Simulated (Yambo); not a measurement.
Ca2H3Br (space group P-3m1, No. 164), G0W0@PBEsol in Yambo with this input:

```
rim_cut
gw0
dyson
el_el_corr
HF_and_locXC
ppa
em1d
RandQpts= 1000000
RandGvec= 1 Ry
EXXRLvcs= 72 Ry
VXCRLvcs= 288 Ry
Chimod= "HARTREE"
% BndsRnXp
 5 | 258 |
%
NGsBlkXp= 7 Ry
% LongDrXp
 1.0 | 1.0 | 1.0 |
%
PPAPntXp= 27.2114 eV
% GbndRnge
 1 | 258 |
%
GTermKind= "BG"
DysSolver= "n"
ExtendOut
```

On a 3×3×2 mesh, with wavefunctions cut at 72 Ry, the gap (A → (0, 0.333, -0.5)) is 3.362 eV and the valence edge shifts by -0.897 eV.

Question: What happens with this change: 6 Ry block?

Answer: The gap falls by 0.059 eV, to 3.303 eV; the shift of the valence edge becomes -0.843 eV. Neither run is shown to be the converged limit. In the run with 258 bands and a 7 Ry block, which covers more k points, the smallest G0W0 gap is 3.28 eV, A → A. The mesh misses a band edge: along a dense path the PBEsol gap is 1.38 eV against 1.54 eV on the mesh.

Spin-orbit coupling is included.

Geometry of the Materials Project entry, not relaxed at this level; primitive cell a = 3.9029 Å, b = 3.9029 Å, c = 6.8535 Å, α = 90.00°, β = 90.00°, γ = 120.00°.

The structure is a Materials Project entry; no match was found in the copy of COD used, and its stability was not checked.

A shift is the quasiparticle energy of the state minus its PBEsol energy.
